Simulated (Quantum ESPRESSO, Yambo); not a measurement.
MgS (zinc blende, space group F-43m, No. 216) under isotropic strain of +1 % on all lattice vectors has a direct PBEsol gap at Γ (PBEsol (pw.x of Quantum ESPRESSO, ONCV potentials, without SOC)). One step of 0.1101 1/Å from Γ towards X, the lowest conduction band rises by 0.1777 eV and the highest valence band falls by 0.0308 eV. Yambo's RPA (12×12×12 mesh) gives ε∞ = 3.82.

Problem. Estimate the masses, then the Wannier-Mott binding energy and radius of the lowest exciton.

Solution. With ΔE = ħ²k²/2m and ħ²/2m0 = 3.810 eV Å²: m_e = 3.810 × 0.1101² / 0.1777 = 0.260 m0, m_h = 1.500 m0, so μ = m_e m_h/(m_e + m_h) = 0.222 m0. E_b = 13.606 eV × μ/ε² = 210 meV and a = 0.529 Å × ε/μ = 9.1 Å. In k space the exciton extends over about 1/a = 0.11 1/Å; the 10×10×10 mesh of the BSE run has steps of 0.19 1/Å, too coarse to resolve it. One finite step overestimates masses where bands are non-parabolic, and one direction stands for all. The valence edge is degenerate; only the top band's mass is used. Only electronic screening is counted; in a polar crystal the lattice screens weakly bound excitons too, which can cut the binding several times. Convergence of the RPA response with its 12×12×12 mesh was not tested. 

Geometry strained from the cell relaxed with PBEsol, atoms relaxed again; primitive cell a = 4.0368 Å, b = 4.0368 Å, c = 4.0368 Å, α = 60.00°, β = 60.00°, γ = 60.00°.

This is not the ordinary phase of the substance; no match was found in the copy of COD used, and its stability was not checked.
